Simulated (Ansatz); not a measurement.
Cell and atoms are relaxed with the symmetry kept. Start:

```yaml
crystal:
  lattice:
    - [-2.37405, 2.37405, 3.74400]
    - [2.37405, -2.37405, 3.74400]
    - [2.37405, 2.37405, -3.74400]
  atoms:
    - { symbol: Si, position: [0.00000, 0.00000, 0.00000] }
    - { symbol: Si, position: [0.75000, 0.25000, 0.50000] }
    - { symbol: O, position: [0.99838, 0.62500, 0.87338] }
    - { symbol: O, position: [0.37500, 0.24838, 0.37338] }
    - { symbol: O, position: [0.75162, 0.12500, 0.12662] }
    - { symbol: O, position: [0.87500, 0.00162, 0.62662] }
```

Method: DFT r2SCAN, scalar-relativistic, plane waves, PAW in Ansatz 0.2.0.

Plane waves to 500 eV, a k mesh through Γ of 8×8×8 on the computed 6-atom cell and Gaussian smearing (0.02 eV); no spin polarisation.

Q: What does it relax to?

A: The volume rises by 0.84 Å³/atom to 14.91 Å³/atom, and the energy falls by 7.8 meV/atom. Final structure:
```yaml
crystal:
  lattice:
    - [-2.47324, 2.47324, 3.65636]
    - [2.47324, -2.47324, 3.65636]
    - [2.47324, 2.47324, -3.65636]
  atoms:
    - { symbol: Si, position: [0.00000, 0.00000, 0.00000] }
    - { symbol: Si, position: [0.75000, 0.25000, 0.50000] }
    - { symbol: O, position: [0.97317, 0.62500, 0.84817] }
    - { symbol: O, position: [0.37500, 0.22317, 0.34817] }
    - { symbol: O, position: [0.77683, 0.12500, 0.15183] }
    - { symbol: O, position: [0.87500, 0.02683, 0.65183] }
```

Course of the relaxation (steps run on the plane waves of an earlier cell, and the basis is chosen afresh near the end, so energy and pressure can step there; trial steps that raised the energy were taken back; energies are free energies):

| step | E − E_final (meV/atom) | largest force component (eV/Å) | P (GPa) | V (Å³/atom) |
| --- | --- | --- | --- | --- |
| 1 | 7.8 | 0.193 | -1.32 | 14.07 |
| 2 | 5.8 | 0.153 | -0.76 | 14.10 |
| 3 | 1.5 | 0.107 | -0.45 | 14.53 |
| 4 | 0.7 | 0.017 | 0.38 | 14.63 |
| 5 | 0.2 | 0.004 | 0.05 | 14.87 |
| 6 | 0.2 | 0.001 | 0.01 | 14.91 |
| 7 | 0.0 | 0.001 | 0.00 | 14.91 |